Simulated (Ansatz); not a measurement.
SiS2 in space group R-3m (No. 166; Si on 3a, S on 6c), DFT-PBE in the program Ansatz with PAW potentials, all energies at zero smearing, with the estimated change up to a 700 eV cutoff added, with one set of potentials and settings (totals compare only within such a set). Cell of 3 atoms (1 Si, 2 S): -2441.602 eV.

```csv
element,reference phase,E (eV/atom)
Si,"Fd-3m, 2 atoms in the cell",-635.8096
S,"Fddd, 32 atoms in the cell",-902.0599
```

Formation energy per atom, worked out: (-2441.602 − 1×(-635.8096) − 2×(-902.0599))/3 = -0.558 eV/atom (-54 kJ per mol of atoms), at 0 K, without zero-point energy or fitted corrections.

A made-up cell: these elements were put on the sites of a structure type; neither database checked (COD, Materials Project) lists it. COD files the formula under space group No. 72, 122, so this cell is another polymorph or a model. Whether it is the stable phase at ambient conditions was not checked. The PBE relaxation kept the symmetry of its start; whether a distortion lowers the energy is not shown. A crystal of weakly bound layers computed without a dispersion correction: the cell and the soft elastic constants depend strongly on that. The references are the lowest solids computed at this level, not always the standard phases.

Potentials: the later of the program's two PAW sets.
